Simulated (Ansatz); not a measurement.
## Moving the functional in Y3Ge

The cell as given:

```
Y Ge
1.0
    -2.26539    2.26539    5.19702
     2.26539   -2.26539    5.19702
     2.26539    2.26539   -5.19702
Y Ge
3 1
Cartesian
  0.0000 0.0000 5.1970
  2.2654 0.0000 2.5985
  0.0000 2.2654 2.5985
  0.0000 0.0000 0.0000
```

The cell comes from a database or a generator and needn't be the stable form of this composition.

Kept alike: task relaxation of cell and atoms; k mesh 6 × 6 × 6; occupations fermi-dirac, width 0.05 eV; no spin polarisation. Program: Ansatz, Ansatz PAW, cutoff 420 eV. The mesh is that of the run's cell of 4 atoms. No spin-orbit coupling.

| run | volume (Å³/atom) |
| --- | --- |
| A | 26.574 |
| B | 27.527 |
| C | 27.790 |
| D | 25.175 |
| E | 27.262 |
| F | 24.002 |

The relaxations keep at least the cell's symmetry (I4/mmm). For a metal such a mesh leaves the last digits unconverged. Relaxations stop with a little pressure left, so the last digits of a volume or edge aren't settled. All rows use potentials made for PBE.

**Question.** The runs differ in the functional alone: BLYP; LDA; PBE; PBEsol; RPBE; revPBE. Which run is which?

**Answer.** Run A is PBE; run B is RPBE; run C is BLYP; run D is PBEsol; run E is revPBE; run F is LDA. The volume runs from 24.002 (LDA) to 27.790 Å³/atom (BLYP). From PBE: BLYP +1.216; LDA -2.572; PBEsol -1.399; RPBE +0.953; revPBE +0.688.
